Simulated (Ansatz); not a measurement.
SiGeC2 (P-4m2), relaxed with PBE (Ansatz, a program for electronic structure, plane waves, PAW): a = b = 3.178 Å, c = 4.487 Å, α = β = γ = 90.00°.

| Quantity | Result |
|---|---|
| gap (eV) | 1.50 |
| ΔH_f (eV/atom) | 0.13 |
| B₀ by P(V) fit (GPa) | 192 |

**Question.** The same phase is relaxed and computed with PBEsol in the same code. What are the cell and these values now?

**Answer.** a = 3.156 Å, b = 3.156 Å, c = 4.453 Å, α = 90.00°, β = 90.00°, γ = 90.00°.

- gap (eV): 1.38
- ΔH_f (eV/atom): 0.06
- B₀ by P(V) fit (GPa): 203

Typed or built starts, not in the databases checked: SiGeC2, P-4m2 (Ge on 1c, Si on 1a, C on 2g). All cells were relaxed under the symmetry of their starts (and spin orders); stability against distortions was not tested throughout. Scalar-relativistic: spin–orbit coupling is off unless named, which matters more the heavier the elements.

Potentials: the later of the program's two PAW sets.

Ansatz is a plane-wave DFT program.

Formation energies count from the lowest solids of the elements computed at the same level, not from gases.
